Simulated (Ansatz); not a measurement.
SiMo2N in space group P6_3/mmc (No. 194; Si on 2d, Mo on 4f, N on 2a) under volume change, the program Ansatz at the r²SCAN level (PAW), shape and atoms relaxed at each volume.

```tsv
V (Å³/atom)	E − E(relaxed) (meV/atom)	P (GPa)
11.214	86.1	28.00
11.584	35.2	16.46
11.953	8.5	7.30
12.323	0.0	-0.01
12.693	8.1	-6.93
13.063	31.1	-12.82
13.432	66.5	-17.70
```

Problem. What does a third-order Birch–Murnaghan fit give for V₀, B₀ and B′?

Solution. V₀ = 12.30 Å³/atom, B₀ = 244 GPa, B′ = 4.4.

The start of the workflow was typed in or built on a structure type; neither database checked (COD, Materials Project) lists it. Its standing as an ambient phase is unchecked. Symmetry was held in the r²SCAN relaxation; whether a distortion lowers the energy is not shown. Spin order of the final state: ferromagnetic, the only order run, not a proven ground state. Other orbital occupations within this spin state were not tried. No Hubbard U is applied.

Potentials: the earlier of the program's two PAW sets.
